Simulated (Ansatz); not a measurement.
A geometry of TiC away from equilibrium: step 2 of the relaxation of a relaxed TiC cell displaced along its unstable phonon at q = (0, 0, ½) of its primitive reciprocal cell (215i cm⁻¹), largest move 0.15 Å. Level of theory: PBE (plane waves to 420 eV, PAW, scalar-relativistic; Ansatz, a quantum-chemistry and plane-wave program). Γ-centred k-mesh 12×12×6 on the run's cell (coarser than for final values), Fermi–Dirac smearing 0.05 eV.

```
TiC
1.0
    2.64762     0.00000     0.00000
    0.00000     2.62753     0.00000
    0.00000     0.00000     5.74718
C Ti
2 2
Direct
  0.50000   0.50000   0.25000
  0.50000   0.50000   0.75000
  0.00000   0.07882   0.00000
  0.00000   0.92118   0.50000
```

### Question
Give the Cartesian forces on all atoms (eV/Å).

### Answer
| atom | Fx | Fy | Fz |
|---|---|---|---|
| C1 | 0.00 | 0.00 | 0.00 |
| C2 | 0.00 | 0.00 | 0.00 |
| Ti3 | 0.00 | 1.07 | 0.00 |
| Ti4 | 0.00 | -1.07 | 0.00 |

### Question
What is the pressure?

### Answer
+0.1 GPa, compression positive.

No spin polarisation in the result.

The run could not lose the symmetry of its start: the end is stationary, and may be a saddle point rather than a minimum.

The end of the path is a generated cell of TiC: the first start was made by placing the elements on the sites of a structure type, and the end was not matched to a known phase here, so it may be hypothetical. Known forms of TiC include space group No. 225.
